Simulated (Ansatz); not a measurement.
**Does relaxation matter for the field gradients of WS2 with Au replacing W?**

Start: a supercell of WS2 (space group P6_3/mmc) built from a structure deposited in the COD (the entry's cell lengths or inner coordinates differ somewhat from later room-temperature determinations), with all atoms left at the host's positions.

Space group P-6m2 (No. 187); a = 9.5400, c = 12.5000 Å, γ = 120.00°.

```
site  Wyckoff  site symmetry       x       y       z
  Au       1a           -6m2  0.0000  0.0000  0.0000
  W2       6l            m..  0.0000  0.3333  0.0000
  W6       1c           -6m2  0.3333  0.6667  0.0000
  W8       1e           -6m2  0.6667  0.3333  0.0000
 W10       3k            mm2  0.1111  0.8889  0.5000
 W12       3k            mm2  0.1111  0.5556  0.5000
 W14       3k            mm2  0.4444  0.2222  0.5000
 S19       2g            3m.  0.0000  0.0000  0.3750
 S20      12o              1  0.0000  0.3333  0.3750
 S24       2h            3m.  0.3333  0.6667  0.3750
 S26       2i            3m.  0.6667  0.3333  0.3750
 S28       6n            .m.  0.1111  0.8889  0.8750
 S30       6n            .m.  0.1111  0.5556  0.8750
 S32       6n            .m.  0.4444  0.2222  0.8750
```

One atom of each set is listed.

All values are calculated (Ansatz; DFT, PBE, plane waves and PAW, scalar-relativistic, 420 eV cutoff, Γ-centred 3×3×2 k-points, Fermi–Dirac smearing 0.01 eV, cell charge -1), not measured.

The largest force at the start is 1.8 eV/Å. Relaxing the ions at fixed cell moves them by 0.201 Å at most (atom 29, S) and 0.072 Å rms.

```json
{"site": "Au", "moved (Å)": "0.000", "first shell before": "6 S at 2.41 Å", "first shell after": "6 S at 2.60 Å", "V_zz before (10²¹ V/m²)": "10.79", "η before": "0.00"}
{"site": "W2", "moved (Å)": "0.066", "first shell before": "6 S at 2.41 Å", "first shell after": "6 S at 2.39–2.42 Å", "V_zz before (10²¹ V/m²)": "-21.1", "η before": "0.14"}
{"site": "W6", "moved (Å)": "0.000", "first shell before": "6 S at 2.41 Å", "first shell after": "6 S at 2.42 Å", "V_zz before (10²¹ V/m²)": "-16.88", "η before": "0.00"}
{"site": "W8", "moved (Å)": "0.000", "first shell before": "6 S at 2.41 Å", "first shell after": "6 S at 2.42 Å", "V_zz before (10²¹ V/m²)": "-18.48", "η before": "0.00"}
{"site": "W10", "moved (Å)": "0.002", "first shell before": "6 S at 2.41 Å", "first shell after": "6 S at 2.42 Å", "V_zz before (10²¹ V/m²)": "-18.04", "η before": "0.00"}
{"site": "W12", "moved (Å)": "0.002", "first shell before": "6 S at 2.41 Å", "first shell after": "6 S at 2.42 Å", "V_zz before (10²¹ V/m²)": "-17.81", "η before": "0.00"}
{"site": "W14", "moved (Å)": "0.000", "first shell before": "6 S at 2.41 Å", "first shell after": "6 S at 2.42 Å", "V_zz before (10²¹ V/m²)": "-17.85", "η before": "0.01"}
{"site": "S28", "moved (Å)": "0.201", "first shell before": "2 W at 2.41 Å, 1 Au at 2.41 Å", "first shell after": "2 W at 2.41 Å, 1 Au at 2.60 Å; also 4 S at 3.02–3.17 Å", "V_zz before (10²¹ V/m²)": "3.50", "η before": "0.88"}
{"site": "S30", "moved (Å)": "0.041", "first shell before": "3 W at 2.41 Å", "first shell after": "3 W at 2.39–2.42 Å; also 2 S at 3.02 Å", "V_zz before (10²¹ V/m²)": "-4.78", "η before": "0.17"}
{"site": "S32", "moved (Å)": "0.019", "first shell before": "3 W at 2.41 Å", "first shell after": "3 W at 2.42 Å", "V_zz before (10²¹ V/m²)": "-4.67", "η before": "0.13"}
```

Question: How do the gradients change?

Answer: 

| site | V_zz after | η after | change of V_zz |
| --- | --- | --- | --- |
| Au | -9.48 | 0.00 | -20.27 |
| W2 | -22.6 | 0.42 | -1.52 |
| W6 | -14.38 | 0.00 | +2.50 |
| W8 | -18.95 | 0.00 | -0.47 |
| W10 | -17.57 | 0.00 | +0.47 |
| W12 | -17.36 | 0.01 | +0.45 |
| W14 | -17.39 | 0.02 | +0.46 |
| S28 | -2.88 | 0.67 | – |
| S30 | -3.69 | 0.13 | +1.09 |
| S32 | -4.96 | 0.01 | -0.29 |

The largest change of V_zz along a kept axis is on Au, from 10.79 to -9.48. In per cent, |V_zz| changes by -15 to +7 on W, -23 to +6 on S (all sites that start above 2, bar those whose gradient vanishes or changes sign or whose main axis turns by over 40°). Where |V_zz| stays above 0.1 and the axes keep their order, η moves most on W2, from 0.14 to 0.42. V_zz changes sign on Au (same axis). On S28 the largest principal value lies along another axis in the second run, so the two V_zz can't be compared directly. The table leaves out 4 of the 14 sites, with |V_zz| up to 4.77; their tensors move by 0.23 at most along any direction. The statements above cover all sites. The host's own positions weren't relaxed first, so part of the change far from the defect can be the host's relaxation.

The run isn't spin-polarised, and a state with spin may lie lower. The defect repeats with the cell of 54 atoms, so it feels its images: sites between two images don't show the values beside a lone defect, and zeros or small values of η there can come from the images' arrangement. S and W carry a gradient in the pure host already, so the values there aren't the defect's effect alone. A uniform background compensates the cell's charge. The defect cell has no gap above 0.1 eV on its mesh, so the values can hang on the smearing and the k-mesh. Spin–orbit coupling is left out, which shifts gradients on Au by a few per cent in wide-gap crystals, and can shift them far more where the calculated gap is small or absent, as here.
Before: The neighbours have not yet relaxed around the defect (largest force 1.8 eV/Å), and relaxing can change the values around it severalfold.
After: The relaxation keeps the site symmetry -6m2 of the start, so the impurity can't leave its site; a distortion that would localise the partly filled state isn't explored.
